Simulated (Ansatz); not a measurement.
```yaml
crystal:
  lattice:
    - [1.3932199728, 0.8043759263, 4.4452471124]
    - [-1.3932199728, 0.8043759263, 4.4452471124]
    - [0.0, -1.6087518527, 4.4452471124]
  atoms:
    - { symbol: V, position: [0.5, 0.5, 0.5], spin: 1.0 }
    - { symbol: Au, position: [0.0, 0.0, 0.0] }
basis:
  ecutwfc: 420
  ecutrho_ratio: 4
kpoints:
  mp_grid: { grid: [14, 14, 14] }
hamiltonian:
  xc: pbesol
scf:
  occupations: { method: gaussian, width: 0.05 }
output:
  forces: true
  stress: true
  eigenvalues: true
  populations: true
magnetization:
  spin_polarized: true
relax:
  f_tol: 0.01
  max_steps: 60
  cell: { stress_tol: 0.04 }
```

Q: What does this Ansatz input ask for?

A: It asks for a full relaxation of cell and atoms of VAu with PBEsol (scalar-relativistic), a cutoff of 420 eV (density cutoff 4 times that), a Γ-centred 14×14×14 mesh and Gaussian smearing of 0.05 eV, with collinear spin, starting moments 1.00, 0.00 μB on the atoms in order. Stop at forces under 0.01 eV/Å and stress under 0.04 GPa, or after 60 steps. Forces, stress and eigenvalues are wanted, and also Löwdin populations.

Q: How large is the problem?

A: 32 valence electrons, 585 plane waves at Γ (in the final cell), 12 symmetry operations and 288 irreducible k-points; it took 69 SCF iterations in all.

Launched as:
```sh
ansatz run input.yaml --threads 4 --pin off --max-ram 4096MiB --backend cpu --events-out ev --progress --plain --runs-dir out
```

Q: About how long does the run take on 4 threads of Arm Neoverse N1 (shared host), and how much memory does it need?

A: About 84 s, with a peak of 0.65 GiB.

The structure was built from a prototype; whether the compound forms in it isn't claimed.
